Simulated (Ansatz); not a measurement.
Data:

SnS2:
```cif
data_S2Sn
_chemical_formula_sum 'Sn1 S2'
_space_group_name_H-M_alt 'P 1'
_space_group_IT_number 1
_cell_length_a 7.12775
_cell_length_b 7.12775
_cell_length_c 7.12775
_cell_angle_alpha 29.402
_cell_angle_beta 29.402
_cell_angle_gamma 29.402
loop_
_space_group_symop_operation_xyz
  'x, y, z'
loop_
_atom_site_label
_atom_site_type_symbol
_atom_site_fract_x
_atom_site_fract_y
_atom_site_fract_z
_atom_site_occupancy
Sn1 Sn 0.00002 0.00002 0.00002 1
S1 S 0.25431 0.25431 0.25431 1
S2 S 0.41237 0.41237 0.41237 1
```

This is the PBE-relaxed structure.

Question: All from plane-wave PAW PBE (Ansatz code), unless another level is named. Predict the electron effective mass.

Answer: 0.29, 0.67, 1.9 mₑ (principal values).

Question: Give the HSE06 gap on the PBE cell.

Answer: 1.41 eV.

Question: Give the smallest direct gap on the standard path.

Answer: 0.82 eV.

Question: And the valence-band maximum?

Answer: on the Γ–T line, 98 % of the way from Γ.

Question: Give the weight of the conduction-edge state by species (Voronoi cells).

Answer: S 71 %, Sn 29 %.

Question: Next, the weight of the valence-edge state by species (Voronoi cells)?

Answer: S 95 %, Sn 5 %.

Space group R3m. The cell is a constructed one: a structure type filled with these elements; neither database checked (COD, Materials Project) lists it. It is not the phase usual at ambient conditions (space group No. 164). Symmetry was held in the PBE relaxation; its stability against distortions is not shown here. A crystal of weakly bound layers computed without a dispersion correction: the cell and the soft elastic constants depend strongly on that. Scalar-relativistic: spin–orbit coupling is off unless named, which matters more the heavier the elements.

Potentials: the later of the program's two PAW sets.
